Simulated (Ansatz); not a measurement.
Starting cell, Sc (hcp, Mg type):

```
Sc
1.0
    3.31949     0.00000     0.00000
   -1.65974     2.87476     0.00000
    0.00000     0.00000     5.16639
Sc
2
Direct
  0.33333   0.66667   0.75000
  0.66667   0.33333   0.25000
```

In this cell atom 1 (Sc, nearest neighbour Sc at 3.217 Å; its periodic images, 3.3 Å or more away, move with it) is moved by s along Cartesian [111], unit vector (0.577, 0.577, 0.577); all other atoms and the cell stay fixed.

Level of theory: PBE (plane waves to 420 eV, PAW, scalar-relativistic; Ansatz, a first-principles code). k mesh 13×13×7 (Γ-centred), Fermi-Dirac smearing 0.05 eV. With partly filled bands, energies and forces of such displacements shift with the k mesh and the smearing. F∥ is the force on the atom along that direction. Sc is run without spin polarisation. Sc was relaxed with its symmetry unable to fall. The PAW data are Ansatz's earlier set. 

```csv
s (Å),F∥ (eV/Å)
-0.320,0.796
-0.256,0.630
-0.192,0.469
-0.128,0.311
-0.064,0.154
0.000,0.000
0.064,-0.152
0.128,-0.303
0.192,-0.453
0.256,-0.602
0.320,-0.749
```

Q: What is the force constant k = d²E/ds² of this move at s = 0?

A: 2.39 eV/Å². The forces along the line at the two nearest points give (0.154 − (-0.152)) / (2·0.064) = 2.39 eV/Å²; the next pair corrects for the finite step.

(For displaced atoms, the force is minus the slope of the energy, and its curvature is a force constant, which sets phonon frequencies.)
